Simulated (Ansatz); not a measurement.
The start is a generated cell, Mo placed in the dhcp structure type. The cell and all atomic positions are relaxed at zero pressure with PBEsol (plane waves to 420 eV, PAW, scalar-relativistic; Ansatz, a first-principles code). The first steps use a coarse 13×13×4 k-mesh.

Input geometry:
```
CELL_PARAMETERS angstrom
      2.82036     0.00000     0.00000
     -1.41018     2.44250     0.00000
      0.00000     0.00000     9.07451
ATOMIC_POSITIONS crystal
  Mo 0.00000 0.00000 0.00000
  Mo 0.00000 0.00000 0.50000
  Mo 0.33333 0.66667 0.25000
  Mo 0.66667 0.33333 0.75000
```

Task: How much energy is released per atom?

Result: 0.02 eV/atom.

Task: How does the volume change?

Result: -0.3 %, from 15.63 to 15.58 Å³/atom.

Task: How do the shortest distances between atoms change?

Result: The closest pairs of elements (up to four, under 3.6 Å), start → end: Mo–Mo 2.79 → 2.75 Å.

Task: What band gap does the relaxed structure have at this level?

Result: Zero (metallic).

Task: Give the final cell and atomic positions.

Result: 
Space group P6₃/mmc (No. 194); a = 2.7451 Å, b = 2.7451 Å, c = 9.5476 Å, α = 90.00°, β = 90.00°, γ = 120.00°

| atom | site | symmetry | x | y | z |
|---|---|---|---|---|---|
| Mo | 2a | -3m. | 0.0000 | 0.0000 | 0.0000 |
| Mo | 2c | -6m2 | 0.3333 | 0.6667 | 0.2500 |

The space group stays P6₃/mmc (No. 194) (the run could not lower it); the end is AFLOW prototype A_hP4_194_ac (A3', as in La), with 4 atoms in the primitive cell. Final values are on a 19×19×5 k-mesh of the relaxed cell. No spin polarisation in the result.

The run could not lower the symmetry of its start; a shaken copy of this end point relaxes with PBEsol to Im-3m (No. 229), 0.43 eV/atom lower.

The relaxed structure here is a generated cell of Mo: the first start was made by placing the elements on the sites of a structure type, and the end was not matched to a known phase here, so it may be hypothetical. Known forms of Mo include space group No. 229.
